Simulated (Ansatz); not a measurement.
Input, command and steps of an Ansatz relaxation.

```yaml
crystal:
  lattice:
    - [5.2007734106, 0.0, 0.0]
    - [0.0, 5.2007734106, 0.0]
    - [0.0, 0.0, 5.2007734106]
  atoms:
    - { symbol: In, position: [0.5, 0.0, 0.0] }
    - { symbol: In, position: [0.0, 0.5, 0.0] }
    - { symbol: In, position: [0.0, 0.0, 0.5] }
    - { symbol: Ag, position: [0.0, 0.0, 0.0] }
    - { symbol: O, position: [0.235, 0.235, 0.235] }
    - { symbol: O, position: [0.235, 0.765, 0.765] }
    - { symbol: O, position: [0.765, 0.765, 0.235] }
    - { symbol: O, position: [0.765, 0.235, 0.765] }
basis:
  ecutwfc: 420
kpoints:
  mp_grid: { grid: [4, 4, 4] }
hamiltonian:
  xc: pbe
scf:
  occupations: { method: gaussian, width: 0.1 }
  lower_state_search: "off"
output:
  forces: true
  stress: true
  eigenvalues: true
relax:
  adjacent_minimum: "off"
  f_tol: 0.04
  max_steps: 70
  cell: { stress_tol: 0.4 }
```

```bash
ansatz run input.yaml --threads 1 --pin off --max-ram 2560MiB --backend cpu --events-out ev --progress --plain --runs-dir out
```

Theory: DFT PBE, scalar-relativistic, plane waves, PAW in Ansatz 0.2.0.

Of 6 frames 6 are shown, positions in Å and forces in eV/Å; the SCF threshold varies from step to step. Steps run on the plane waves of an earlier cell, with a Pulay correction in the pressure. The basis is chosen afresh for the last frame, the zero of the energies, and at times for earlier ones too; energy and pressure can step there, also at an unchanged geometry. Here that happened at step 4 (-8 meV/atom, 0.5 GPa); frames between the last choice of the basis and such a step carry an error that grows, as the cell changes, to that size.

```xyz
8
Lattice="5.2008 0.0000 0.0000 0.0000 5.2008 0.0000 0.0000 0.0000 5.2008" Properties=species:S:1:pos:R:3:forces:R:3 pbc="T T T" step=1 free_energy_over_end_meV_per_atom=146.42 pressure_GPa=16.87
In    2.6004    0.0000    0.0000    0.0000    0.0000    0.0000
In    0.0000    2.6004    0.0000    0.0000    0.0000    0.0000
In    0.0000    0.0000    2.6004    0.0000    0.0000    0.0000
Ag    0.0000    0.0000    0.0000    0.0000    0.0000    0.0000
O     1.2222    1.2222    1.2222    1.3916    1.3916    1.3916
O     1.2222    3.9786    3.9786    1.3916   -1.3916   -1.3916
O     3.9786    3.9786    1.2222   -1.3916   -1.3916    1.3916
O     3.9786    1.2222    3.9786   -1.3916    1.3916   -1.3916
8
Lattice="5.4025 0.0000 0.0000 0.0000 5.4025 0.0000 0.0000 0.0000 5.4025" Properties=species:S:1:pos:R:3:forces:R:3 pbc="T T T" step=2 free_energy_over_end_meV_per_atom=12.31 pressure_GPa=1.18
In    2.7012    0.0000    0.0000    0.0000    0.0000    0.0000
In    0.0000    2.7012    0.0000    0.0000    0.0000    0.0000
In    0.0000    0.0000    2.7012    0.0000    0.0000    0.0000
Ag    0.0000    0.0000    0.0000    0.0000    0.0000    0.0000
O     1.2969    1.2969    1.2969    0.2151    0.2151    0.2151
O     1.2969    4.1056    4.1056    0.2151   -0.2151   -0.2151
O     4.1056    4.1056    1.2969   -0.2151   -0.2151    0.2151
O     4.1056    1.2969    4.1056   -0.2151    0.2151   -0.2151
8
Lattice="5.3914 0.0000 0.0000 0.0000 5.3914 0.0000 0.0000 0.0000 5.3914" Properties=species:S:1:pos:R:3:forces:R:3 pbc="T T T" step=3 free_energy_over_end_meV_per_atom=8.82 pressure_GPa=0.33
In    2.6957    0.0000    0.0000    0.0000    0.0000    0.0000
In    0.0000    2.6957    0.0000    0.0000    0.0000    0.0000
In    0.0000    0.0000    2.6957    0.0000    0.0000    0.0000
Ag    0.0000    0.0000    0.0000    0.0000    0.0000    0.0000
O     1.3155    1.3155    1.3155    0.0245    0.0245    0.0245
O     1.3155    4.0759    4.0759    0.0245   -0.0245   -0.0245
O     4.0759    4.0759    1.3155   -0.0245   -0.0245    0.0245
O     4.0759    1.3155    4.0759   -0.0245    0.0245   -0.0245
8
Lattice="5.3914 0.0000 0.0000 0.0000 5.3914 0.0000 0.0000 0.0000 5.3914" Properties=species:S:1:pos:R:3:forces:R:3 pbc="T T T" step=4 free_energy_over_end_meV_per_atom=0.68 pressure_GPa=0.87
In    2.6957    0.0000    0.0000    0.0000    0.0000    0.0000
In    0.0000    2.6957    0.0000    0.0000    0.0000    0.0000
In    0.0000    0.0000    2.6957    0.0000    0.0000    0.0000
Ag    0.0000    0.0000    0.0000    0.0000    0.0000    0.0000
O     1.3155    1.3155    1.3155    0.0248    0.0248    0.0248
O     1.3155    4.0759    4.0759    0.0248   -0.0248   -0.0248
O     4.0759    4.0759    1.3155   -0.0248   -0.0248    0.0248
O     4.0759    1.3155    4.0759   -0.0248    0.0248   -0.0248
8
Lattice="5.4128 0.0000 0.0000 0.0000 5.4128 0.0000 0.0000 0.0000 5.4128" Properties=species:S:1:pos:R:3:forces:R:3 pbc="T T T" step=5 free_energy_over_end_meV_per_atom=0.56 pressure_GPa=0.17
In    2.7064    0.0000    0.0000    0.0000    0.0000    0.0000
In    0.0000    2.7064    0.0000    0.0000    0.0000    0.0000
In    0.0000    0.0000    2.7064    0.0000    0.0000    0.0000
Ag    0.0000    0.0000    0.0000    0.0000    0.0000    0.0000
O     1.3169    1.3169    1.3169    0.0026    0.0026    0.0026
O     1.3169    4.0959    4.0959    0.0026   -0.0026   -0.0026
O     4.0959    4.0959    1.3169   -0.0026   -0.0026    0.0026
O     4.0959    1.3169    4.0959   -0.0026    0.0026   -0.0026
8
Lattice="5.4128 0.0000 0.0000 0.0000 5.4128 0.0000 0.0000 0.0000 5.4128" Properties=species:S:1:pos:R:3:forces:R:3 pbc="T T T" step=6 free_energy_over_end_meV_per_atom=0.00 pressure_GPa=0.18
In    2.7064    0.0000    0.0000    0.0000    0.0000    0.0000
In    0.0000    2.7064    0.0000    0.0000    0.0000    0.0000
In    0.0000    0.0000    2.7064    0.0000    0.0000    0.0000
Ag    0.0000    0.0000    0.0000    0.0000    0.0000    0.0000
O     1.3169    1.3169    1.3169    0.0025    0.0025    0.0025
O     1.3169    4.0959    4.0959    0.0025   -0.0025   -0.0025
O     4.0959    4.0959    1.3169   -0.0025   -0.0025    0.0025
O     4.0959    1.3169    4.0959   -0.0025    0.0025   -0.0025
```

The start puts this composition into another compound's structure type, which needn't suit it. At the end the space group is P-43m (tolerance 0.05 Å).

Time: 51 s on 1 thread of Arm Neoverse V1, with other jobs on the host, peak memory 0.4 GiB.

The k mesh is coarse. Spin polarisation was left out, and a magnetic state may lie lower.